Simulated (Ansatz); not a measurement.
TiO$_{2}$:
```cif
data_O4Ti2
_chemical_formula_sum 'Ti2 O4'
_space_group_name_H-M_alt 'P42/mnm'
_space_group_IT_number 136
_space_group_name_Hall '-P 4n 2n'
_cell_length_a 4.64324
_cell_length_b 4.64324
_cell_length_c 2.96392
_cell_angle_alpha 90.000
_cell_angle_beta 90.000
_cell_angle_gamma 90.000
loop_
_atom_site_label
_atom_site_type_symbol
_atom_site_symmetry_multiplicity
_atom_site_Wyckoff_symbol
_atom_site_fract_x
_atom_site_fract_y
_atom_site_fract_z
_atom_site_occupancy
Ti1 Ti 2 a 0.00000 0.00000 0.00000 1
O1 O 4 f 0.30513 0.30513 0.00000 1
```

Relaxed with PBE.

### Question
Which orbitals make up the states near the band edges in the program Ansatz at the PBE level (PAW)?

### Answer
Top 1 eV of the valence band: O 2p 94 %. Bottom 1 eV of the conduction band: Ti 3d 88 %, O 2p 10 %. Projections are on Löwdin-orthogonalised atomic valence shells; empty p or d shells of many metals are not among them.

### Question
Tabulate the density of states.

### Answer
States/eV per cell of 6 atoms, in 0.25 eV bins, energy from the valence-band maximum.

| E (eV) | total | O 2p | Ti 3d | O 2s |
|---|---|---|---|---|
| -5.75 | 0.00 | 0.00 | 0.00 | 0.00 |
| -5.50 | 0.31 | 0.20 | 0.07 | 0.00 |
| -5.25 | 1.58 | 1.03 | 0.41 | 0.02 |
| -5.00 | 2.21 | 1.49 | 0.57 | 0.02 |
| -4.75 | 5.06 | 3.52 | 1.22 | 0.03 |
| -4.50 | 6.52 | 4.67 | 1.54 | 0.02 |
| -4.25 | 7.21 | 5.27 | 1.68 | 0.02 |
| -4.00 | 6.95 | 4.93 | 1.80 | 0.02 |
| -3.75 | 4.14 | 2.82 | 1.24 | 0.02 |
| -3.50 | 3.83 | 2.85 | 0.79 | 0.06 |
| -3.25 | 3.81 | 2.93 | 0.69 | 0.06 |
| -3.00 | 3.93 | 3.10 | 0.65 | 0.06 |
| -2.75 | 4.89 | 3.96 | 0.71 | 0.07 |
| -2.50 | 5.95 | 5.06 | 0.64 | 0.06 |
| -2.25 | 5.14 | 4.37 | 0.59 | 0.05 |
| -2.00 | 5.60 | 4.78 | 0.65 | 0.04 |
| -1.75 | 5.73 | 4.86 | 0.74 | 0.03 |
| -1.50 | 6.05 | 5.24 | 0.70 | 0.02 |
| -1.25 | 4.91 | 4.35 | 0.48 | 0.02 |
| -1.00 | 5.20 | 4.76 | 0.37 | 0.02 |
| -0.75 | 4.45 | 4.21 | 0.19 | 0.01 |
| -0.50 | 1.62 | 1.55 | 0.05 | 0.00 |
| -0.25 | 0.77 | 0.74 | 0.02 | 0.00 |
| 0.00 | 0.16 | 0.15 | 0.01 | 0.00 |
| 0.25 | 0.00 | 0.00 | 0.00 | 0.00 |
| 0.50 | 0.00 | 0.00 | 0.00 | 0.00 |
| 0.75 | 0.00 | 0.00 | 0.00 | 0.00 |
| 1.00 | 0.00 | 0.00 | 0.00 | 0.00 |
| 1.25 | 0.00 | 0.00 | 0.00 | 0.00 |
| 1.50 | 0.00 | 0.00 | 0.00 | 0.00 |
| 1.75 | 0.00 | 0.00 | 0.00 | 0.00 |
| 2.00 | 2.27 | 0.11 | 2.13 | 0.01 |
| 2.25 | 4.67 | 0.36 | 4.24 | 0.02 |
| 2.50 | 6.91 | 0.73 | 6.04 | 0.03 |
| 2.75 | 7.15 | 0.84 | 6.17 | 0.04 |
| 3.00 | 7.42 | 1.03 | 6.26 | 0.04 |
| 3.25 | 8.01 | 1.16 | 6.71 | 0.02 |
| 3.50 | 4.45 | 1.07 | 3.25 | 0.01 |
| 3.75 | 5.37 | 1.43 | 3.74 | 0.01 |
| 4.00 | 1.18 | 0.32 | 0.80 | 0.00 |
| 4.25 | 0.57 | 0.15 | 0.38 | 0.01 |
| 4.50 | 0.27 | 0.04 | 0.20 | 0.03 |
| 4.75 | 1.89 | 0.17 | 1.40 | 0.25 |
| 5.00 | 3.73 | 0.50 | 2.67 | 0.42 |
| 5.25 | 2.80 | 0.48 | 1.94 | 0.27 |
| 5.50 | 3.50 | 0.72 | 2.35 | 0.29 |
| 5.75 | 2.18 | 0.52 | 1.43 | 0.15 |
| 6.00 | 3.98 | 1.06 | 2.58 | 0.22 |
| 6.25 | 5.57 | 1.74 | 3.53 | 0.15 |
| 6.50 | 3.46 | 1.14 | 2.16 | 0.08 |
| 6.75 | 3.61 | 1.25 | 2.22 | 0.04 |

Space group P4_2/mnm (rutile). The cell was relaxed with PBE under the symmetry of its start. At this level the phase is dynamically unstable (imaginary phonons). No spin polarisation was allowed.

Potentials: the later of the program's two PAW sets.
